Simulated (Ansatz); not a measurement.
PbS (rock salt)

```cif
data_PbS
_chemical_formula_sum 'S1 Pb1'
_space_group_name_H-M_alt 'P 1'
_space_group_IT_number 1
_cell_length_a 4.22461
_cell_length_b 4.22461
_cell_length_c 4.22461
_cell_angle_alpha 60.000
_cell_angle_beta 60.000
_cell_angle_gamma 60.000
loop_
_space_group_symop_operation_xyz
  'x, y, z'
loop_
_atom_site_label
_atom_site_type_symbol
_atom_site_fract_x
_atom_site_fract_y
_atom_site_fract_z
_atom_site_occupancy
S1 S 0.00000 0.00000 0.00000 1
Pb1 Pb 0.50000 0.50000 0.50000 1
```

The volume is varied about the relaxed value V₀ at fixed cell shape. Symmetry pins the atoms to their sites.

These are r2SCAN (plane waves to 500 eV, PAW, scalar-relativistic; Ansatz, a program for electronic structure) values and carry that method's errors. k mesh 10×10×10 (Γ-centred), Fermi-Dirac smearing 0.05 eV. E stands for the smeared free energy. PbS was relaxed with its symmetry unable to fall. Spin-orbit coupling is left out, though Pb is heavy. The zero of ΔE is the relaxed starting cell.

Question: What ΔE (meV/atom) does the calculation give at V/V₀ = 0.900, 0.933, 0.950, 0.967, 1.067?

Answer: 
```json
[
 {"V/V₀": "0.900", "ΔE (meV/atom)": "57.9"},
 {"V/V₀": "0.933", "ΔE (meV/atom)": "24.1"},
 {"V/V₀": "0.950", "ΔE (meV/atom)": "13.2"},
 {"V/V₀": "0.967", "ΔE (meV/atom)": "5.7"},
 {"V/V₀": "1.067", "ΔE (meV/atom)": "19.1"}
]
```

(A scan under strain: stresses follow from slopes of the energy per volume, elastic moduli from its curvatures.)
